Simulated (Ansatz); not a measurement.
Space group Pm-3m (No. 221). a = 4.205 Å, b = 4.205 Å, c = 4.205 Å, α = 90.00°, β = 90.00°, γ = 90.00°
| atom | site | symmetry | x | y | z |
| --- | --- | --- | --- | --- | --- |
| Ba | 1a | m-3m | 0.0000 | 0.0000 | 0.0000 |
| Zr | 1b | m-3m | 0.5000 | 0.5000 | 0.5000 |
| O | 3c | 4/mm.m | 0.0000 | 0.5000 | 0.5000 |

Equation of state of this BaZrO3 structure (not necessarily the ground state), with shape and atoms relaxed at each volume where symmetry leaves them free. Level of theory: DFT r2SCAN, scalar-relativistic, plane waves, PAW in Ansatz 0.2.0.

Settings: cutoff 500 eV, Γ-centred mesh 6×6×6 on the computed 5-atom cell, Gaussian smearing of 0.02 eV; no spin polarisation.

| V (Å³/atom) | E − E(largest V) (meV/atom) | P (GPa) | gap on mesh (eV) |
| --- | --- | --- | --- |
| 13.088 | 72.84 | 27.55 | 4.04 |
| 13.534 | 8.50 | 18.89 | 3.97 |
| 13.980 | -33.61 | 11.54 | 3.89 |
| 14.426 | -56.82 | 5.30 | 3.81 |
| 14.872 | -63.97 | -0.02 | 3.73 |
| 15.319 | -57.47 | -4.54 | 3.65 |
| 15.765 | -39.32 | -8.39 | 3.57 |
| 16.360 | 0.00 | -12.64 | 3.47 |

Q: Fit a third-order Birch–Murnaghan equation to E(V).

A: V0 = 14.87 Å³/atom, B0 = 163 GPa, B0' = 4.4.

Spin-orbit coupling is left out, which matters for the bands of heavy elements.

The gaps are read on the mesh, which can miss the band edges, so they can be too wide.

Cost: 8 runs of about 2.2 core-minutes in all, on AMD EPYC (Zen 3) (shared hosts).